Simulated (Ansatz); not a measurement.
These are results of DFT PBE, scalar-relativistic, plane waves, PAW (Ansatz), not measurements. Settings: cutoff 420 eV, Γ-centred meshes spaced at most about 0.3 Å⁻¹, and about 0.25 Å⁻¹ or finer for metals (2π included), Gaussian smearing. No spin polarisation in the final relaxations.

Temperature and zero-point effects are left out.

Two relaxed structures of ZnSe5:

A.

```xyz
6
Lattice="0.0000 4.0290 4.0290 4.0290 0.0000 4.0290 4.0290 4.0290 0.0000" Properties=species:S:1:pos:R:3 pbc="T T T"
Zn    0.0000    0.0000    0.0000
Se    5.0389    3.0191    5.0389
Se    5.0389    5.0389    3.0191
Se    3.0191    3.0191    3.0191
Se    3.0191    5.0389    5.0389
Se    6.0435    6.0435    6.0435
```

B.

```xyz
6
Lattice="4.6855 0.0000 0.0000 -2.3427 4.0578 0.0000 0.0000 0.0000 6.6939" Properties=species:S:1:pos:R:3 pbc="T T T"
Zn    0.0000    0.0000    0.0000
Se    0.0000    2.7052    5.1370
Se    0.0000    2.7052    1.5569
Se    2.3427    1.3526    1.5569
Se    2.3427    1.3526    5.1370
Se    0.0000    0.0000    3.3470
```

Question: Which would you expect to be lower, and how large is the difference?

Answer: B is lower, by 177 meV/atom. A has space group F-43m (No. 216), 21.8 Å³/atom and no gap on its mesh; B has space group P6/mmm (No. 191), 21.2 Å³/atom and no gap. Counting Se atoms around Zn (those within 1.25 times the shortest such distance or 1.15 times the sum of covalent radii; the shortest distance is added where it is long for a bond), A has Zn 16 from 3.3 Å and B has Zn 14 from 3.1 Å. Even the lower one lies +0.51 eV/atom against the reference forms of the elements (uncorrected), so neither is stable at this level. Both come from invented guesses. A third cell relaxed alike, in P-62m, lies 265 meV/atom below the lower of the two.

A magnetic state wasn't ruled out in cells without spin, among them F-43m. Cells relaxed within their symmetry can be saddle points.
